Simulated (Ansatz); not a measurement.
Input file for Ansatz (a quantum-chemistry and plane-wave program):

Ansatz 0.2 input:
```yaml
crystal:
  lattice:
    - [0.0, 2.5341750954, 2.5341750954]
    - [2.5341750954, 0.0, 2.5341750954]
    - [2.5341750954, 2.5341750954, 0.0]
  atoms:
    - { symbol: Pd, position: [0.0, 0.0, 0.0] }
    - { symbol: Al, position: [0.5, 0.5, 0.5] }
kpoints:
  mp_grid: { grid: [29, 29, 29] }
hamiltonian:
  xc: pbesol
  pseudopotentials: { kind: paw }
scf:
  occupations: { method: fermi_dirac, width: 0.1 }
elastic: { mode: relaxed_ion, stencil: two_point, amplitude: 0.005, f_tol: 0.0005 }
```

Output (shortened):

```
Pseudopotential: Pd, paw, valence charge 18
Pseudopotential: Al, paw, valence charge 3
Functional definition: PBEsol
Crystal: 2 atoms, lattice volume = 32.549 Å³
Basis set: ecut = 420 eV, 609 PW (Γ), exchange–correlation on 50×50×50 points (8 copies of the dense FFT grid, shifted against one another)
Bands: 15, of which v1, the nominal top of the filled ones, is band 11 counted from 1 (10 counted from 0)
Symmetry: 48 space group operations
Space group: Fm-3m (ITA 225), of the structure as read, at distance tolerance 3.2e-5 Å
k-points: 680 of 24389
SCF 1 converged in 10 iterations: F = -7432.003011 eV  dr2 = 2.00e-15
Crystal: 2 atoms, lattice volume = 32.386 Å³
Symmetry: 16 space group operations
k-points: 1800 of 24389
SCF 2 converged in 9 iterations: F = -7432.002383 eV  dr2 = 7.95e-15
Crystal: 2 atoms, lattice volume = 32.712 Å³
Basis set: ecut = 420 eV, 625 PW (Γ), exchange–correlation on 50×50×50 points (8 copies of the dense FFT grid, shifted against one another)
SCF 3 converged in 7 iterations: F = -7432.002444 eV  dr2 = 8.61e-15
Crystal: 2 atoms, lattice volume = 32.549 Å³
Basis set: ecut = 420 eV, 611 PW (Γ), exchange–correlation on 50×50×50 points (8 copies of the dense FFT grid, shifted against one another)
Symmetry: 8 space group operations
k-points: 3375 of 24389
SCF 4 converged in 9 iterations: F = -7432.003053 eV  dr2 = 2.25e-15
Crystal: 2 atoms, lattice volume = 32.549 Å³
SCF 5 converged in 6 iterations: F = -7432.003053 eV  dr2 = 7.92e-14
SCF converged after 10 iterations
Free energy (F): -7432.003011 eV
Harris-Foulkes:  -7432.003011 eV  (|F-HF|=9.09e-13)
Internal energy: -7431.979254 eV  (E = F + TS)
E sigma→0 (E₀):  -7431.991132 eV
Entropy (-TS):   -0.023757 eV (-11.879 meV/atom)
Fermi energy:    13.046033 eV
--- Per-component energies (eV) ---
  E_band       = -251.422462
  E_kinetic    = 539.763009
  E_local      = -2589.899819  (includes V_loc(G=0)·N_el)
  E_nonlocal   = 229.062005
  E_hartree    = 1073.081920
  E_xc         = -207.844680
  E_vxc        = -241.324920  (∫ρ·V_xc dr)
  E_paw        = -4140.446982  (= ΣΔE_a)
  E_vpaw       = -335.186791  (= ΣTr[D̂ρ^β])
  E_aug_tail   = 0.000215  (compensation charges beyond the density's cutoff)
  E_ewald      = -2336.016585
  E_core_change = 0.321663  (= ΣΔE_core)
  E_smearing   = -0.023757  (= −TS)
  E_closure    =  0.000000  (closes the sum)
  Σ components = -7432.003011   (vs F -7432.003011, Δ=0.00e0)
--- Forces (eV/Å), atoms counted from 1 ---
  atom   1  Pd     0.00000000     0.00000000     0.00000000
  atom   2  Al     0.00000000     0.00000000     0.00000000
  max |Σ_I F_I| component: 0.0 eV/Å
--- Stress (GPa, compression-positive) ---
        0.016856       0.000000       0.000000
        0.000000       0.016856       0.000000
        0.000000       0.000000       0.016856
  P = ⅓ Tr σ = 0.0169 GPa (0.169 kbar)
--- Band table (eV; the first three rows and the last of 680) ---
  k-point 0: bands = ["-71.9100", "-37.6789", "-37.6789", "-37.6789", "3.5662", "9.2359", "9.2359", "9.2359", "9.2816", "9.2816", "18.6706", "18.6706", "18.6706", "22.9220", "24.1922"]
  k-point 1: bands = ["-71.9100", "-37.6791", "-37.6789", "-37.6789", "3.5887", "9.2280", "9.2407", "9.2407", "9.2780", "9.2780", "18.5613", "18.6864", "18.6864", "22.7959", "24.1887"]
  k-point 2: bands = ["-71.9100", "-37.6798", "-37.6790", "-37.6790", "3.6560", "9.2045", "9.2331", "9.2331", "9.2893", "9.2893", "18.2498", "18.7326", "18.7326", "22.5363", "24.1717"]
  k-point 679: bands = ["-71.9087", "-37.6923", "-37.6917", "-37.6870", "6.9763", "8.6755", "8.7086", "8.9941", "10.4612", "12.3318", "12.7841", "12.8399", "13.8849", "23.2726", "23.5110"]
--- Elastic constants: 2 strain directions × 2 members + reference (group order 48) ---
  dense FFT box of the reference and of every strained cell: 25×25×25
  strains applied: 11, 23; error gains: componentwise 1.00 (the most a stress slope's error grows in a printed constant), spectral 1.73 (1 for all six strains …
  C = ∂σ_k/∂η_j (tension-positive GPa; Voigt order 11 22 33 23 13 12):
       234.985     66.453     66.453      0.000      0.000      0.000
        66.453    234.985     66.453      0.000      0.000      0.000
        66.453     66.453    234.985      0.000      0.000      0.000
         0.000      0.000      0.000    -16.801      0.000      0.000
         0.000      0.000      0.000      0.000    -16.801      0.000
         0.000      0.000      0.000      0.000      0.000    -16.801
  reference stress σ⁰ (GPa):     -0.017     -0.017     -0.017      0.000      0.000      0.000
  moduli (Voigt/Reuss/Hill, GPa): K = 122.63/122.63/122.63   G = 23.63/-32.29/-4.33   E = -13.16   ν = 0.518
  mechanically stable: NO (min eigenvalue of sym C = -16.80 GPa)
  strain η (Voigt 11):  stress-route row diagonal C_11 = 234.99 GPa, energy-path curvature d²(F+E_count+ΔE)/dδ²/Ω₀ = 234.92 GPa
         δ    σ_11 (GPa)             F (eV)   n_scf  n_hpsi   n_pw
    -5.000e-3      -1.2336       -7432.0023830       9  534788    646   relax 0 steps, max|allowed force component| 0.0 eV/Å
     5.000e-3       1.1163       -7432.0024443       7  453915    652   relax 0 steps, max|allowed force component| 0.0 eV/Å
  strain η (Voigt 23):  stress-route row diagonal C_44 = -16.80 GPa, energy-path curvature d²(F+E_count+ΔE)/dδ²/Ω₀ = -16.79 GPa
         δ    σ_23 (GPa)             F (eV)   n_scf  n_hpsi   n_pw
    -5.000e-3       0.0840       -7432.0030533       9  970755    650   relax 0 steps, max|allowed force component| 0.0 eV/Å
     5.000e-3      -0.0840       -7432.0030533       6  786145    650   relax 0 steps, max|allowed force component| 0.0 eV/Å
```

Cost: around 5 core-minutes (rough) on shared cores.

The start of the workflow was typed in or built on a structure type; neither database checked (COD, Materials Project) lists it. Its standing as an ambient phase is unchecked. The cell was relaxed with PBEsol under the symmetry of its start. At this level the phase is mechanically unstable. The run is not spin-polarised. As this level gives no gap, shear constants depend on the k-mesh and smearing (Fermi–Dirac, 0.1 eV here). Scalar-relativistic: spin–orbit coupling is off unless named, which matters more the heavier the elements.

Potentials: the later of the program's two PAW sets.

Ansatz is a plane-wave DFT program.
